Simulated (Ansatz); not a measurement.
Two-dimensional strain map in SiO₂

These are results of Ansatz, DFT r2SCAN, scalar-relativistic, plane waves, PAW, not measurements. The runs took a 500 eV cutoff, a Γ-centred 6×6×6 mesh and Gaussian smearing (0.05 eV). No spin polarisation. Energies are free energies at this smearing, counted from the undisturbed cell; pressure is positive in compression.

Zero of the scan (relaxed at this level; this form isn't the usual structure):

```
Si O
1.0
    -2.47324    2.47324    3.65636
     2.47324   -2.47324    3.65636
     2.47324    2.47324   -3.65636
Si O
2 4
Direct
  0.00000 0.00000 0.00000
  0.75000 0.25000 0.50000
  0.97317 0.62500 0.84817
  0.37500 0.22317 0.34817
  0.77683 0.12500 0.15183
  0.87500 0.02683 0.65183
```

The cell is strained by p along both x and y and by q along z, fractional coordinates fixed. Points are written (p, q).

Energy above the undisturbed cell in meV/atom (a dash: not computed):

```
 p \ q  -0.050  -0.025  0.000  0.025  0.050
-0.050   206.3   141.2   92.1   58.6   40.0
-0.025    87.6    47.8   21.9    9.7   10.6
 0.000    24.4     6.0    0.0    5.9   23.2
 0.025     9.6     9.4   20.0   41.1   72.3
 0.050    36.8    51.8   76.4  110.1  152.7
```

Pressure in GPa:

```
 p \ q  -0.050  -0.025  0.000  0.025  0.050
-0.050    35.3    27.9   21.1   14.9    9.3
-0.025    21.0    14.9    9.5    4.5   -0.1
 0.000     9.3     4.4    0.0   -4.0   -7.6
 0.025    -0.3    -4.1   -7.6  -10.8  -13.6
 0.050    -8.0   -11.0  -13.7  -16.2  -18.4
```

Gap on the k-mesh in eV:

```csv
p \ q,-0.050,-0.025,0.000,0.025,0.050
-0.050,7.19,7.08,6.95,6.79,6.62
-0.025,7.01,6.90,6.77,6.62,6.45
0.000,6.80,6.69,6.56,6.40,6.22
0.025,6.55,6.43,6.29,6.13,5.94
0.050,6.25,6.12,5.97,5.80,5.60
```